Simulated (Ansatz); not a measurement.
Squeezing NbTe (CsCl type)

```
CELL_PARAMETERS angstrom
3.38485 0.00000 0.00000
0.00000 3.38485 0.00000
0.00000 0.00000 3.38485
ATOMIC_POSITIONS crystal
Nb 0.00000 0.00000 0.00000
Te 0.50000 0.50000 0.50000
```

The cell comes from a relaxation on PAW files under the same functional, begun from a prototype that needn't be the stable phase.

Its volume is scaled at fixed shape and fractional positions.

Level of theory: DFT with PBEsol, scalar-relativistic, in Ansatz 0.2.0; a Γ-centred 12×12×12 k mesh, Fermi–Dirac smearing of 0.1 eV, no spin polarisation. LAPW: all electrons, basis error target 1 meV/atom; PAW: frozen-core files, cutoff 420 eV; crystal datasets: all electrons, by PAW datasets that the program makes for each cell; norm-conserving: pseudopotentials, cutoff 1120 eV.

Energies are extrapolated to zero smearing and count from the unscaled cell; pressure is positive in compression; gaps take the mesh and a band path. No temperature or zero-point motion is included.

Spin–orbit coupling is left out, which matters for the heavy atoms. The PAW files were made under PBE. The structure type is held throughout; the real material can change phase at far lower pressure.

```
V/V0  V (Å³/atom)  P LAPW (GPa)  ΔE LAPW (eV/atom)  P PAW − LAPW (GPa)  ΔE PAW − LAPW (meV/atom)
1.00        19.39          0.01              0.000               -0.01                       0.0
0.92        17.84         14.87              0.064               -0.01                      -0.1
0.84        16.29          38.2              0.311               -0.01                      -0.1
0.76        14.74          75.2              0.845               -0.01                      -0.2
0.68        13.19         134.7              1.835               -0.02                      -0.3
0.60        11.63             ?                  ?                   ?                         ?
0.52        10.08         406.3              6.587               -0.01                      -0.8
0.45         8.73         674.5             11.059                0.03                      -0.6
```

Question: Fit the Vinet equation to the LAPW pressures shown (residuals weighted by 1/(|P| + 0.03·Pmax)), and predict the pressure of the withheld row.

Answer: The fit gives V0 = 19.40 Å³/atom, B0 = 143 GPa and B0′ = 4.90. At 11.63 Å³/atom, x = (V/V0)^(1/3) = 0.8433, and P = 3·B0·(1 − x)/x²·exp[1.5·(B0′ − 1)·(1 − x)] = 236.1 GPa. The run itself gave 233.6 GPa (+1.1 % off) and ΔE = 3.572 eV/atom.

Question: From the table, what is the rise of the enthalpy H = E + pV up to the last row, and how stiff is the crystal between the last two rows?

Answer: ΔH = 11.059 eV + (674.5 GPa × 8.73 Å³ − 0.01 GPa × 19.39 Å³) × 0.006242 eV/(GPa·Å³) = 47.79 eV/atom, of which pV makes 77 %. The mean bulk modulus there is −ΔP/Δln V = 1850 GPa.

Question: At the smallest volume, how far do crystal datasets and norm-conserving lie from LAPW in pressure?

Answer: crystal datasets: 0.00 GPa; norm-conserving: -1.94 GPa, on a LAPW pressure of 674.5 GPa.

Question: How do the Löwdin populations by LAPW change from the unscaled cell to the last row?

Answer: Nb 4s 1.97 → 1.87, Nb 5s 0.59 → 0.44, Nb 4p 5.99 → 5.92, Nb 4d 4.66 → 6.17, Te 4s 1.99 → 1.93, Te 5s 1.63 → 1.17, Te 5p 4.02 → 3.32 electrons an atom. These are projections on the shells that the free atoms fill; 0.16 e a cell lies outside them at the start and 0.24 e at the end.
